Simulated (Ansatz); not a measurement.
Se (trigonal-Se type, space group P3_121)

```cif
data_Se3
_chemical_formula_sum 'Se3'
_space_group_name_H-M_alt 'P3121'
_space_group_IT_number 152
_space_group_name_Hall 'P 31 2"'
_cell_length_a 4.52940
_cell_length_b 4.52940
_cell_length_c 5.04244
_cell_angle_alpha 90.000
_cell_angle_beta 90.000
_cell_angle_gamma 120.000
loop_
_atom_site_label
_atom_site_type_symbol
_atom_site_symmetry_multiplicity
_atom_site_Wyckoff_symbol
_atom_site_fract_x
_atom_site_fract_y
_atom_site_fract_z
_atom_site_occupancy
Se1 Se 3 b 0.78159 0.78159 0.50000 1
```

Grid over V/V₀ and (c/a)/(c/a)₀, subscript 0 meaning the relaxed cell; the conventional c axis lies along z; no internal relaxation.

Level of theory: PBE (plane waves to 420 eV, PAW, scalar-relativistic; Ansatz, a quantum-chemistry and plane-wave program). k mesh 9×9×7 (Γ-centred), Fermi-Dirac smearing 0.05 eV. Compression counts positive. As the atoms are clamped, bonds stretch with the cell, which overstates energies and stresses. Se was relaxed with its symmetry unable to fall. The PAW data are Ansatz's earlier set.

Changes of σxx (GPa) from the point V/V₀ = 1.000, (c/a)/(c/a)₀ = 1.000 when one coordinate moves alone (two changes are said to add if the coupling is within 5 % of the smaller one, nearly so within 20 %):

```csv
point,change
"V/V₀ = 1.000, (c/a)/(c/a)₀ = 0.960",0.236
"V/V₀ = 1.000, (c/a)/(c/a)₀ = 0.973",0.159
"V/V₀ = 1.000, (c/a)/(c/a)₀ = 0.987",0.080
"V/V₀ = 0.920, (c/a)/(c/a)₀ = 1.000",3.752
"V/V₀ = 0.947, (c/a)/(c/a)₀ = 1.000",2.313
"V/V₀ = 0.973, (c/a)/(c/a)₀ = 1.000",1.072
"V/V₀ = 1.027, (c/a)/(c/a)₀ = 1.000",-0.926
"V/V₀ = 1.053, (c/a)/(c/a)₀ = 1.000",-1.725
"V/V₀ = 1.080, (c/a)/(c/a)₀ = 1.000",-2.414
"V/V₀ = 1.000, (c/a)/(c/a)₀ = 1.013",-0.081
"V/V₀ = 1.000, (c/a)/(c/a)₀ = 1.027",-0.163
"V/V₀ = 1.000, (c/a)/(c/a)₀ = 1.040",-0.246
```

### Question
Do the two effects add at V/V₀ = 0.973, (c/a)/(c/a)₀ = 1.027? Give the computed change.

### Answer
The sum of the single changes is 1.072 + (-0.163) = 0.909; the calculation gives 0.866, so the coupling contributes -0.043 (over 20 % of the smaller single change, not additive).

(A scan under strain: stresses follow from slopes of the energy per volume, elastic moduli from its curvatures.)
